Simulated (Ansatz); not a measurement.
Space group P-3m1 (No. 164). a = 3.079 Å, b = 3.079 Å, c = 4.823 Å, α = 90.00°, β = 90.00°, γ = 120.00°
```json
{"atom": "Ta", "site": "2d", "symmetry": "3m.", "x": "0.6667", "y": "0.3333", "z": "0.7463"}
{"atom": "N", "site": "1a", "symmetry": "-3m.", "x": "0.0000", "y": "0.0000", "z": "0.0000"}
```

Equation of state of this Ta2N structure (not necessarily the ground state), with shape and atoms relaxed at each volume where symmetry leaves them free. It has no gap at any of these volumes. These are results of DFT PBEsol, scalar-relativistic, plane waves, PAW in Ansatz 0.2.0, not measurements.

Settings: cutoff 420 eV, Γ-centred mesh 18×18×10 on the computed 3-atom cell, Gaussian smearing of 0.10 eV; no spin polarisation.

```tsv
V (Å³/atom)	E − E(largest V) (meV/atom)	P (GPa)
12.405	9.59	20.32
12.801	-26.55	9.30
13.197	-37.67	-0.01
13.592	-27.71	-7.85
13.988	0.00	-14.50
```

**Question.** Fit a third-order Birch–Murnaghan equation to E(V).

**Answer.** V0 = 13.20 Å³/atom, B0 = 284 GPa, B0' = 4.7.

Spin-orbit coupling is left out, which matters for the bands of heavy elements. Spin polarisation was left out, and a magnetic state may lie lower.